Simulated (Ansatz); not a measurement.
TePt:
```yaml
crystal:
  lattice:
    - [3.42715, 0.00000, 0.00000]
    - [0.00000, 3.42715, 0.00000]
    - [0.00000, 0.00000, 3.42834]
  atoms:
    - { symbol: Pt, position: [0.00000, 0.00000, 0.00000] }
    - { symbol: Te, position: [0.50000, 0.50000, 0.50000] }
```

Relaxed with r²SCAN. Special points in fractions of this cell's reciprocal vectors: Γ (0.000, 0.000, 0.000); X (0.000, 0.500, 0.000); M (0.500, 0.500, 0.000); Z (0.000, 0.000, 0.500); R (0.000, 0.500, 0.500); A (0.500, 0.500, 0.500).

Task: List the band energies nearest the Fermi level at these points for plane-wave PAW r²SCAN (Ansatz code).

Result: In eV from the Fermi level; about four levels below and three above (degenerate sets whole), none deeper than 8.9 eV; points with the same levels are listed once.

```tsv
k	below	above
Γ	-2.66 -2.66 -2.66 -1.47 -1.46 -1.46	0.90 7.39 7.39
X	-4.45 -4.44 -4.17 -2.59 -1.82	2.57 2.58 5.26
M	-3.35 -3.35 -1.98 -1.86 -0.41	0.80 8.66 8.66
Z	-4.44 -4.44 -4.17 -2.59 -1.82	2.58 2.58 5.26
R	-3.35 -3.35 -1.98 -1.86 -0.41	0.81 8.67 8.67
A	-7.04 -7.04 -7.04 -1.81 -1.81	1.24 1.24 1.24
```

Space group Pm-3m (CsCl type). The start of the workflow was typed in or built on a structure type; neither database checked (COD, Materials Project) lists it. COD files the formula under space group No. 166, 194. Its standing as an ambient phase is unchecked. The r²SCAN relaxation kept the symmetry of its start; its stability against distortions is not shown here. No spin polarisation was allowed. Its formation energy is positive at this level, so the cell may be metastable or incomplete. Point labels and valley counts follow the cell and symmetry of the run, lower than the named group. Scalar-relativistic: spin–orbit coupling is off unless named, which matters more the heavier the elements.

Potentials: the later of the program's two PAW sets.
